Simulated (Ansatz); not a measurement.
AlNi (CsCl type, Pm-3m) under volume change, the program Ansatz at the r²SCAN level (PAW), scaled uniformly.

```csv
V (Å³/atom),E − E(relaxed) (meV/atom),P (GPa)
10.681,61.8,20.37
11.034,25.9,12.46
11.386,6.1,5.73
11.738,0.0,0.00
12.090,5.5,-4.90
12.442,21.0,-9.07
12.794,44.9,-12.63
```

### Question
What does a third-order Birch–Murnaghan fit give for V₀, B₀ and B′?

### Answer
V₀ = 11.74 Å³/atom, B₀ = 176 GPa, B′ = 4.3.

Symmetry was held in the r²SCAN relaxation. The workflow began spin-polarised and lost its moments. The cell computed holds one magnetic atom, so no antiferromagnetic order was within reach.

Potentials: the later of the program's two PAW sets.
